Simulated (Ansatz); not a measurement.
## Sr2YBiO6: ⁸⁷Sr nuclear quadrupole resonance

Cell: a computed structure from the Materials Project (it need not be an observed phase), taken as it stands.

Space group Pn-3:1 (No. 201); a = 8.5477 Å.

```csv
site,Wyckoff,site symmetry,x,y,z
Sr1,2a,23.,0.5000,0.5000,0.5000
Sr3,6d,222..,0.0000,0.0000,0.5000
Y,4b,.-3.,0.2500,0.2500,0.2500
Bi,4c,.-3.,0.7500,0.7500,0.7500
O,24h,1,0.2147,0.2940,0.5067
```

One atom of each set is listed.

Method: Kohn–Sham DFT in Ansatz, PBE, plane waves and PAW, scalar-relativistic, 420 eV cutoff, Γ-centred 3×3×3 k-points, Fermi–Dirac smearing 0.02 eV.

⁸⁷Sr: I = 9/2, Q = 305.0 mb (year-2017 value). Static lattice, zero field.

Problem. Predict the zero-field ⁸⁷Sr lines of each site.

Solution. For I = 9/2 and η = 0 the lines are |C_Q|/24 times 1, 2, 3 and 4; η shifts the lowest up most. Sites with |C_Q| under 0.05 MHz are left out.

| site | atoms | V_zz (10²¹ V/m²) | C_Q (MHz) | η | line frequencies (MHz) |
| --- | --- | --- | --- | --- | --- |
| Sr3 | 6 | 13.81 | 102 | 0.02 | 4.26, 8.48, 12.7, 17.0 |

Without spin–orbit coupling (the program notes it for Sr) the gradients are little affected as a rule: paired runs on crystals with a gap mostly move them by under 2 % at such atoms.
